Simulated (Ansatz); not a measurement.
CsPbCl₃ (cubic perovskite)

```
CELL_PARAMETERS angstrom
      5.61876     0.00000     0.00000
      0.00000     5.61876     0.00000
      0.00000     0.00000     5.61876
ATOMIC_POSITIONS crystal
  Cs 0.00000 0.00000 0.00000
  Pb 0.50000 0.50000 0.50000
  Cl 0.00000 0.50000 0.50000
  Cl 0.50000 0.50000 0.00000
  Cl 0.50000 0.00000 0.50000
```

Two coordinates are scanned: the volume, and the ratio of the stretch along z (the conventional c axis) to the stretch across it. Atoms keep their fractional coordinates.

These are PBEsol (plane waves to 420 eV, PAW, scalar-relativistic; Ansatz, a quantum-chemistry and plane-wave program) values and carry that method's errors. k mesh 6×6×6 (Γ-centred), Fermi-Dirac smearing 0.05 eV. Energies are smeared free energies. CsPbCl3 was relaxed with its symmetry unable to fall. Spin-orbit coupling is left out, though Pb is heavy. The PAW data are Ansatz's earlier set. This is a high-temperature form of CsPbCl3. ΔE is measured from the relaxed starting cell.

Predict the ΔE (kJ/mol of atoms) at all points of the grid V/V₀ = 0.920, 0.947, 0.973, 1.000, 1.027, 1.053, 1.080 by (c/a)/(c/a)₀ = 0.960, 0.973, 0.987, 1.000, 1.013, 1.027, 1.040.

ΔE (kJ/mol of atoms), with V/V₀ across and (c/a)/(c/a)₀ down:

```csv
(c/a)/(c/a)₀ \ V/V₀,0.920,0.947,0.973,1.000,1.027,1.053,1.080
0.960,2.83,1.60,0.89,0.63,0.76,1.22,1.96
0.973,2.36,1.17,0.50,0.27,0.43,0.92,1.68
0.987,2.09,0.92,0.27,0.07,0.24,0.74,1.53
1.000,2.01,0.84,0.20,0.00,0.18,0.69,1.48
1.013,2.09,0.92,0.27,0.06,0.24,0.74,1.52
1.027,2.33,1.14,0.47,0.24,0.40,0.89,1.66
1.040,2.71,1.49,0.79,0.53,0.67,1.13,1.88
```

(Under strain, the slope of the energy per volume gives the stress and its curvature an elastic modulus.)
